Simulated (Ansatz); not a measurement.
Q: Name crystals whose computed values (the program Ansatz at the PBEsol level (PAW)) fall in these windows: ε0 8.3 to 10; G_Hill (GPa) 110 to 130; Θ_D (K) 670 to 920.

A: 

```csv
crystal,ε0,G_Hill (GPa),Θ_D (K)
"Al3GaN4, P3m1 (Pearson symbol hP8)",9.11,116,806
```
Others may fit too.

Typed or built starts, not in the databases checked: Al3GaN4, P3m1 (Pearson symbol hP8). The cell was relaxed under the symmetry of its start. Scalar-relativistic: spin–orbit coupling is off unless named, which matters more the heavier the elements.

Potentials: the earlier of the program's two PAW sets. The files were generated under PBE; for other functionals the program regenerates the frozen cores, and for LDA and PBEsol the local potential too.
